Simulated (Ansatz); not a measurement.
The start is a randomly generated symmetric cell of Be (space group No. 59). The structure is fully relaxed (lattice and positions, P = 0) with r2SCAN (plane waves to 500 eV, PAW, scalar-relativistic; Ansatz, an electronic-structure program). The first steps use a coarse 21×10×9 k-mesh.

Input geometry:
```
CELL_PARAMETERS angstrom
      1.54138     0.00000     0.00000
      0.00000     3.25837     0.00000
      0.00000     0.00000     3.52397
ATOMIC_POSITIONS crystal
  Be 0.00000 0.00000 0.90956
  Be 0.50000 0.50000 0.09044
```

| Quantity | Result |
|---|---|
| Initial pressure | +82.3 GPa (positive: the cell is compressed) |
| Largest initial force | 0.14 eV/Å, on Be1, Be2 (atoms numbered as listed) |
| Outcome | The space group goes from Pmmn (No. 59) to Fm-3m (No. 225); the end is fcc (Cu type), with 1 atom in the primitive cell |
| Volume change | -11.0 %, from 8.85 to 7.88 Å³/atom |
| Shortest distances (start → end) | The closest pairs of elements (up to four, under 3.6 Å), start → end: Be–Be 1.54 → 2.23 Å |
| Band gap at the end | no gap (metallic) |
| Optimiser moves | 27 |

The end point of the relaxation:

```cif
data_Be4
_chemical_formula_sum 'Be4'
_space_group_name_H-M_alt 'Fm-3m'
_space_group_IT_number 225
_space_group_name_Hall '-F 4 2 3'
_cell_length_a 3.15878
_cell_length_b 3.15878
_cell_length_c 3.15878
_cell_angle_alpha 90.000
_cell_angle_beta 90.000
_cell_angle_gamma 90.000
loop_
_atom_site_label
_atom_site_type_symbol
_atom_site_symmetry_multiplicity
_atom_site_Wyckoff_symbol
_atom_site_fract_x
_atom_site_fract_y
_atom_site_fract_z
_atom_site_occupancy
Be1 Be 4 a 0.00000 0.00000 0.00000 1
```
(The calculation used a cell of 1 atom; values per cell refer to that cell.)

Final values are on a 25×25×25 k-mesh of the relaxed cell. No spin polarisation in the result.

The run could not lose the symmetry of its start: the end is stationary, and may be a saddle point rather than a minimum.

The relaxed structure here is a generated cell of Be: the first start was made by a random draw of sites in a space group, and the end was not matched to a known phase here, so it may be hypothetical. Known forms of Be include space group No. 194.
